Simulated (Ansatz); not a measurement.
BAs (zinc blende)

```
CELL_PARAMETERS angstrom
      0.00000     2.40467     2.40467
      2.40467     0.00000     2.40467
      2.40467     2.40467     0.00000
ATOMIC_POSITIONS crystal
  As 0.75000 0.75000 0.75000
  B  0.00000 0.00000 0.00000
```

The slice is a {111} plane (indices of the conventional cell) through the point (0.000, 0.000, 0.000) (fractional), spanned by u = [100] and v = [-1 2 0] in vectors of this cell: u (3.40 Å) and v (5.89 Å, at 90° to u). It covers one period; positions are fractions (u, v).

Method: PBE (plane waves to 420 eV, PAW, scalar-relativistic; Ansatz, an electronic-structure program). k mesh 12×12×12. Inside the PAW spheres the values are not all-electron values, and peaks at nuclei hang on which shells count as valence. BAs was relaxed with its symmetry unable to fall.

Question: Predict the map of the valence electron density on the slice.

Answer: 
```
|**######**********######|
|############%%##########|
|++++****##@@@@@@##****++|
|----==++##%%@@%%##++==--|
|..::--==**##%%##**==--::|
|    ::==++**##**++==::  |
|    ::==++**##**++==::  |
|....::==**######**==::..|
|::--==++**######**++==--|
|==++++**##**==**##**++++|
|******######**######****|
|%%######################|
|@@@@##****++++++****##@@|
|@@%%##++==------==++##%%|
|%%##**==--::..::--==**##|
|##**++==::      ::==++**|
|##**++==::      ::==++**|
|####**==::......::==**##|
|####**++==--::--==++**##|
|==**##**++++==++++**##**|
```
Scale: ten equal steps from -1.31 (start of ' ') to 0.20 (end of '@'), in the order ' .:-=+*#%@'. Values: log₁₀ of the valence density in e/Å³. The map has 12 points along u (two characters each, u = 0 at the left) and 20 along v (v = 0 in the bottom row). The scale is logarithmic, as a density can span decades between atoms and voids.
